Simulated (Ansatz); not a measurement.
# TiSi₂ under strain — field gradients at the nuclei

The cell is a structure deposited in the COD, relaxed with PBE at fixed cell and then changed (z stretched by 2 %, ions relaxed).

```
Ti Si
1.0
     0.00000    4.11800    4.34673
     2.38650    0.00000    4.34673
     2.38650    4.11800    0.00000
Ti Si
2 4
Direct
  0.75000 0.75000 0.75000
  0.50000 0.50000 0.50000
  0.08770 0.41230 0.08770
  0.41230 0.08770 0.41230
  0.16230 0.83770 0.16230
  0.83770 0.16230 0.83770
```

Atoms are numbered from 1 in the order listed; like atoms form one site, named after its first atom.

All values are calculated (Ansatz; DFT, PBE, plane waves and PAW, scalar-relativistic, 420 eV cutoff, Γ-centred 13×13×13 k-points, Fermi–Dirac smearing 0.05 eV), not measured.

V_zz is the principal component of the electric field gradient with the largest magnitude, η = (V_xx − V_yy)/V_zz and C_Q = eQV_zz/h. Directions are in the Cartesian axes of the cell vectors above, for the atom listed; none is given where the gradient is under 0.02 or η is above 0.95.

```tsv
site	first atom	first shell	V_zz (10²¹ V/m²)	η	direction of V_zz (x, y, z)
Ti	1	10 Si at 2.58–2.78 Å, 4 Ti at 3.22 Å	-1.08	0.81	1.00 0.00 0.00
Si	3	5 Si at 2.55–2.79 Å, 5 Ti at 2.58–2.78 Å	-2.99	0.24	-0.67 0.00 0.75
```

With no gap above 0.1 eV, as in a metal, the gradients converge slowly in k; expect changes of a tenth or more on a denser mesh.

The relaxation (3 steps) took 2.8 min of wall time (2.7 min of CPU time) and 1 GiB at its peak, on 1 thread of Intel Xeon Platinum 8488C (Sapphire Rapids) (x86_64; 16 cores open to the job, memory cap 3.0 GiB, no GPU), a shared host with a load of 0.7 a core.
